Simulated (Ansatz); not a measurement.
Given:

MgO (rock salt)

```cif
data_Mg4O4
_chemical_formula_sum 'O4 Mg4'
_space_group_name_H-M_alt 'Fm-3m'
_space_group_IT_number 225
_space_group_name_Hall '-F 4 2 3'
_cell_length_a 4.21412
_cell_length_b 4.21412
_cell_length_c 4.21412
_cell_angle_alpha 90.000
_cell_angle_beta 90.000
_cell_angle_gamma 90.000
loop_
_atom_site_label
_atom_site_type_symbol
_atom_site_symmetry_multiplicity
_atom_site_Wyckoff_symbol
_atom_site_fract_x
_atom_site_fract_y
_atom_site_fract_z
_atom_site_occupancy
O1 O 4 a 0.00000 0.00000 0.00000 1
Mg1 Mg 4 b 0.50000 0.50000 0.50000 1
```
(The calculation used a cell of 2 atoms; values per cell refer to that cell.)

E(V) scan at fixed shape, V₀ the volume above. Symmetry pins the atoms to their sites.

All values below come from PBEsol (plane waves to 420 eV, PAW, scalar-relativistic; Ansatz, a program for electronic structure). k mesh 14×14×14 (Γ-centred), Fermi-Dirac smearing 0.05 eV. Energies are smeared free energies. Compression counts positive. MgO was relaxed with its symmetry unable to fall. The zero of ΔE is the relaxed starting cell.

The scan covers V/V₀ from 0.840 to 1.160 in 9 points.

Question: What is ΔE at V/V₀ = 0.840?

Answer: 158.3 meV/atom.

Question: What pressure does the cell carry at V/V₀ = 0.840?

Answer: 39.4 GPa.

Question: What is ΔE at V/V₀ = 1.160?

Answer: 91.2 meV/atom.

(A scan under strain: stresses follow from slopes of the energy per volume, elastic moduli from its curvatures.)
